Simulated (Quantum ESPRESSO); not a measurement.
**Kohn-Sham bands of YSF (P4/nmm)**

```
CELL_PARAMETERS angstrom
      3.77299     0.00000     0.00000
      0.00000     3.77299     0.00000
      0.00000     0.00000     6.82667
ATOMIC_POSITIONS crystal
  Y  0.00000 0.50000 0.22723
  Y  0.50000 0.00000 0.77277
  S  0.00000 0.50000 0.64557
  S  0.50000 0.00000 0.35443
  F  0.00000 0.00000 0.00000
  F  0.50000 0.50000 0.00000
```

Cell from Materials Project (mp-10086), symmetrised, no further relaxation. Not found in the COD (Crystallography Open Database) copy used, which has the formula in other groups; not checked further. Method: PBEsol plane waves in Quantum ESPRESSO 7.5 (PseudoDojo norm-conserving files, 68 Ry, spinors with spin-orbit coupling), Bloch states on a 4×4×4 mesh through Γ, Wannier90 4.0.1. Density: 8×8×6 mesh, Gaussian smearing 0.01 Ry.

Energies are relative to the valence-band maximum; weights are on the orthonormalised atomic waves of the pseudopotential files, averaged over the group. 48 electrons a cell are treated as valence.

```
bands  from (eV)  to (eV)  filling  weight on atomic waves
-----  ---------  -------  -------  ----------------------
1–4       -41.89   -41.85   filled                     ___
5–8       -24.54   -23.40   filled                     ___
9–12      -22.85   -22.55   filled                     ___
13–20     -21.50   -21.01   filled                     ___
21–24     -12.19   -10.88   filled                     ___
25–36      -6.83    -4.32   filled                     ___
37–48      -3.67     0.00   filled                     ___
```

Problem. Which atomic shells make up each group?

Solution. 
- 1–4, weight on atomic waves: Y 4s 97 %
- 5–8, weight on atomic waves: F 2s 73 %, Y 4p 18 %, Y 4d 5 %
- 9–12, weight on atomic waves: Y 4p 89 %, F 2s 9 %
- 13–20, weight on atomic waves: Y 4p 93 %, F 2s 5 %
- 21–24, weight on atomic waves: S 3s 78 %, Y 4d 12 %, Y 5s 7 %
- 25–36, weight on atomic waves: F 2p 87 %, Y 4d 7 %
- 37–48, weight on atomic waves: S 3p 75 %, Y 4d 15 %, F 2p 5 %

The Kohn-Sham gap over both meshes and the path is 1.17 eV.
